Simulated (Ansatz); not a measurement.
**Structure relaxation, ZrS₂**

The start is a generated trial cell of ZrS2. The cell and all atomic positions are relaxed at zero pressure with PBEsol (plane waves to 420 eV, PAW, scalar-relativistic; Ansatz, a quantum-chemistry and plane-wave program). First-step values are on the input's coarse k-mesh.

Ansatz input (later rounds restart from its end on a renewed k-mesh):
Ansatz 0.2 input:
```yaml
crystal:
  lattice:
    - [4.5858474, -2.6005572, 0]
    - [4.5858474, 2.6005572, 0]
    - [0, 0, 5.0648689]
  atoms:
    - { symbol: S, position: [0.11, 0.55, 0.75] }
    - { symbol: S, position: [0.45, 0.89, 0.75] }
    - { symbol: S, position: [0.55, 0.11, 0.25] }
    - { symbol: S, position: [0.89, 0.45, 0.25] }
    - { symbol: Zr, position: [0.78, 0.22, 0.75] }
    - { symbol: Zr, position: [0.22, 0.78, 0.25] }
basis: { ecutwfc: 420, ecutrho_ratio: 4, xc_grid: 2, fft_grid_basis: typed }
kpoints: { mp_grid: { grid: [5, 5, 5] } }
hamiltonian:
  xc: pbesol
  dispersion: none
  pseudopotentials: { kind: paw }
scf: { occupations: { method: fermi_dirac, width: 0.05 } }
relax: { f_tol: 0.01, max_steps: 100, cell: { stress_tol: 0.02 } }
output: { forces: true, stress: true }
```

```yaml
initial_pressure: "-20 GPa (negative: the cell is under tension)"
outcome: The space group goes from Cmcm (No. 63) to I4/mmm (No. 139), with 3 atoms in the primitive cell
energy_released: 0.49 eV/atom
band_gap_at_the_end: zero (metallic)
optimiser_moves: 12
```

Relaxed structure:

Space group I4/mmm (No. 139); a = b = 3.381 Å, c = 8.384 Å, α = β = γ = 90.00°

| atom | site | symmetry | x | y | z |
|---|---|---|---|---|---|
| S | 4e | 4mm | 0.0000 | 0.0000 | 0.1571 |
| Zr | 2b | 4/mmm | 0.0000 | 0.0000 | 0.5000 |
(The calculation used a cell of 3 atoms; values per cell refer to that cell.)

Final values are on a 19×19×19 k-mesh of the relaxed cell. No spin polarisation in the result.

The run could not lose the symmetry of its start: the end is stationary, and may be a saddle point rather than a minimum.

The relaxed structure here is a generated cell of ZrS2: the first start was made by placing the elements on the sites of a structure type, and the end was not matched to a known phase here, so it may be hypothetical. Known forms of ZrS2 include space group No. 164.
